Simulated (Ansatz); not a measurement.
## Notes on a calculation: Pb (fcc)

**The experiment.** The Crystallography Open Database holds a cell as deposited of cubic Pb (space group Fm-3m), temperature not stated (2003): a = 4.950 Å, 30.32 Å³/atom.

The computed numbers are results of LDA, scalar-relativistic (no spin polarisation) in the plane-wave PAW code Ansatz at 420 eV, 14×14×14 k-mesh, Gaussian smearing of 0.05 eV. The datasets are Ansatz's generated set soft_2.

The first cell, 0 % under the database's volume:

```
Pb
1.0
     0.00000    2.47500    2.47500
     2.47500    0.00000    2.47500
     2.47500    2.47500    0.00000
Pb
1
Direct
  0.00000 0.00000 0.00000
```

The first steps of the search for zero pressure:

| run | level | k-mesh | kind | V (Å³/atom) | P (GPa) | gap on the mesh (eV) |
| --- | --- | --- | --- | --- | --- | --- |
| 1 | LDA | 14×14×14 | fixed cell | 30.32 | -2.0 | metal |
| 2 | LDA | 14×14×14 | fixed cell | 29.92 | -1.4 | metal |

(1) At which volume does LDA reach zero pressure?

Answer:

(1) 29.04 Å³/atom, about 4.2 % under the start.

The steps that followed:

| run | level | k-mesh | kind | V (Å³/atom) | P (GPa) | E − E(final) (meV/atom) | gap on the mesh (eV) |
| --- | --- | --- | --- | --- | --- | --- | --- |
| 3 | LDA | 14×14×14 | fixed cell | 29.04 | 0.0 | 0.0 | metal |

The cell is relaxed to zero pressure at this level.

The final structure (symmetry read at 0.01 Å). Symmetry: Fm-3m, No. 225, cubic system. The conventional cell has a = 4.880 Å, b = 4.880 Å, c = 4.880 Å, α = 90.00°, β = 90.00°, γ = 90.00°. Around Pb (site symmetry m-3m) lie 12 Pb at 3.45 Å. (Neighbours are counted to 15 % beyond the shortest distance.)

At the final geometry the gap, band path included, is zero (metallic). 

**Comparison.** The computed cell (4.880 Å, 29.04 Å³/atom) differs from the database's by −4.2 % in volume, about −1.4 % in length. LDA overbinds and usually gives cells that are too small. Spin–orbit coupling, left out, also moves the volume of such heavy elements' compounds.

Scalar-relativistic only: spin–orbit splittings of the heavy atoms' levels are missing.
